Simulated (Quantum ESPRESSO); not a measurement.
# Moving one atom in ZnAl2SiN4

These are calculations, not measurements. They come from pw.x of Quantum ESPRESSO 7.5, a plane-wave density functional program, with PseudoDojo standard norm-conserving files (v0.5 for PBE, v0.4.1 for LDA and PBEsol). The cells are made up: elements, strain and atom displacements were drawn at random, and nothing was relaxed. There is no spin polarisation, spin-orbit coupling or dispersion term.

The cell has 8 sites of a zincblende or diamond lattice. Sites 1 to 4 hold Zn Al Si Al; sites 5 to 8 hold N N N N. Cell vectors in Å: (4.534, 0.000, 0.000); (0.000, 4.534, 0.000); (0.000, 0.000, 4.534). Settings: PBE, cutoff 1143 eV, 4 x 4 x 4 k mesh shifted by half a step, Fermi-Dirac smearing of 0.025 eV.

Each run shifts the N atom on site 7 along z and leaves all else fixed. Site 4 is one of its nearest neighbours. E is the free energy of the cell above the lowest run shown.

```
run  shift (Å)  Fz on site 7 (eV/Å)  Fz on site 4 (eV/Å)  P (GPa)  E (meV)
  1    -0.1147               -2.468               -1.832   -11.23      0.0
  2    -0.1033               -2.633               -1.791   -11.10     29.1
  4    -0.0159               -3.903               -1.432    -9.90    314.7
  5     0.0133               -4.327               -1.295    -9.40    434.8
  6     0.0500               -4.856               -1.110    -8.70    603.3
  7     0.0781               -5.257               -0.962    -8.12    745.4
  3    -0.0465                    ?                    ?        ?        ?
```

A rerun of one of these cells at 1437 eV and k mesh 6 x 6 x 6 moved values by no more than 0.003 eV in the cell's energy, 0.02 GPa in stress and 0.002 eV/Å in force.

## Worked fit

A parabola through the six runs shown gives Fz on site 7 = -4.134 - 14.45 u + 0.7 u² eV/Å, with u in Å and a scatter of 0.002 eV/Å. Minus the slope, 14.45 ± 0.07 eV/Å², is this atom's force constant along z at u = 0, with its periodic images moving too. The fitted force does not vanish within the range. The error is the larger of the fit's own and the change that a cubic makes, rounded up.

## Withheld run

Question: what Fz on site 7 should run 3 give?

The fit gives -3.461 eV/Å. The calculation gave -3.458 eV/Å.

| run | shift (Å) | Fz on site 7 (eV/Å) | Fz on site 4 (eV/Å) | P (GPa) | E (meV) |
| --- | --- | --- | --- | --- | --- |
| 3 | -0.0465 | -3.458 | -1.567 | -10.37 | 202.0 |